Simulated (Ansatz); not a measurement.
## Which of these structures of Sb2W lies lowest?

Level of theory: DFT, PBE, all-electron LAPW, scalar-relativistic (Ansatz 0.2.0).

Each cell is taken as listed (from a database or a relaxation; residual pressures are under 0.6 GPa and forces under 0.08 eV/Å), on meshes of about 0.2 Å⁻¹ spacing; energies are extrapolated to zero smearing, with no zero-point or thermal terms. Other structures, the observed one among them, may be missing from this set and lie lower. No run is spin-polarised.

No spin–orbit coupling, which matters for the heavy atoms here.

Problem. Order the structures by energy per atom, lowest first, and give the differences.
A.
```cif
data_structure
_symmetry_space_group_name_H-M 'Fm-3m'
_symmetry_Int_Tables_number 225
_cell_length_a 6.6232
_cell_length_b 6.6232
_cell_length_c 6.6232
_cell_angle_alpha 90.000
_cell_angle_beta 90.000
_cell_angle_gamma 90.000
_cell_volume 290.53
loop_
_atom_site_label
_atom_site_type_symbol
_atom_site_symmetry_multiplicity
_atom_site_Wyckoff_symbol
_atom_site_fract_x
_atom_site_fract_y
_atom_site_fract_z
_atom_site_occupancy
W1 W 4 a 0.00000 0.00000 0.00000 1
Sb1 Sb 8 c 0.25000 0.75000 0.75000 1
```
(fluorite type, relaxed by us; 10×10×10 mesh on the primitive cell, smearing 0.08 eV, P = 0.0 GPa)
B.
Space group P-3m1 (No. 164). a = 3.469 Å, b = 3.469 Å, c = 6.689 Å, α = 90.00°, β = 90.00°, γ = 120.00°
| atom | site | symmetry | x | y | z |
| --- | --- | --- | --- | --- | --- |
| W | 1a | -3m. | 0.0000 | 0.0000 | 0.0000 |
| Sb | 2d | 3m. | 0.3333 | 0.6667 | 0.2856 |
(CdI2 type, relaxed by us; 12×12×7 mesh on the primitive cell, smearing 0.05 eV, P = 0.0 GPa)

Solution. B (0 meV/atom), A (307 meV/atom).
